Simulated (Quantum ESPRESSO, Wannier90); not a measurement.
Ni2Ge (P6₃/mmc): Wannier90 run

```xyz
6
Lattice="3.9798 0.0000 0.0000 -1.9899 3.4466 0.0000 0.0000 0.0000 5.0239" Properties=species:S:1:pos:R:3 pbc="T T T"
Ni    -1.9899     1.1489     1.2560
Ni     1.9899    -1.1489    -1.2560
Ni     0.0000     0.0000     0.0000
Ni     0.0000     0.0000     2.5119
Ge    -1.9899     1.1489    -1.2560
Ge     1.9899    -1.1489     1.2560
```

Structure: Materials Project mp-1594, symmetrised, not relaxed again. Not found in the COD (Crystallography Open Database) copy used; not checked further. Computed values, not measurements, from PBEsol: Quantum ESPRESSO (norm-conserving PseudoDojo potentials, cutoff 79 Ry, no spin polarisation, no spin-orbit coupling) on a Γ-centred 4×4×4 mesh, then Wannier90. Density: 12×12×6 mesh, cold smearing 0.01 Ry. A non-magnetic state is assumed; magnetic ones were not tried. Spin-orbit coupling, left out, would split the p-like bands by a few tenths of an eV.

A tight-binding model is made by disentanglement and projection with no localisation steps (num_iter = 0), so the 44 orbitals stay atom-like: hydrogen-like Ni: s;p;d; Ge: s;p, axes along x, y, z; frozen window up to 1.50 eV relative to the Fermi level. It follows pw.x to 18 meV rms for states up to 1.0 eV relative to the Fermi level. Matrix elements depend on this choice of orbitals and windows.

What are the on-site energies relative to the Fermi level, and how fast do the hoppings decay?


```tsv
atom	orbitals	energy (eV)
Ni1	s	4.98
Ni1	pz	9.99
Ni1	px py	10.74
Ni1	dz2	-2.44
Ni1	dxz dyz	-2.20
Ni1	dx2-y2 dxy	-2.49
Ni2	s	4.98
Ni2	pz	9.99
Ni2	px py	10.74
Ni2	dz2	-2.44
Ni2	dxz dyz	-2.20
Ni2	dx2-y2 dxy	-2.49
Ni3	s	4.93
Ni3	pz	11.38
Ni3	px py	10.42
Ni3	dz2	-1.95
Ni3	dxz dyz	-2.00
Ni3	dx2-y2 dxy	-1.97
Ni4	s	4.93
Ni4	pz	11.38
Ni4	px py	10.42
Ni4	dz2	-1.95
Ni4	dxz dyz	-2.00
Ni4	dx2-y2 dxy	-1.97
Ge5	s	-2.17
Ge5	pz	5.75
Ge5	px py	6.28
Ge6	s	-2.17
Ge6	pz	5.75
Ge6	px py	6.28
```

```
distance of the centres (Å)  largest modulus (eV)
---------------------------  --------------------
2–3                                           4.0
3–4                                          0.40
4–5                                          0.68
5–6                                          0.77
```
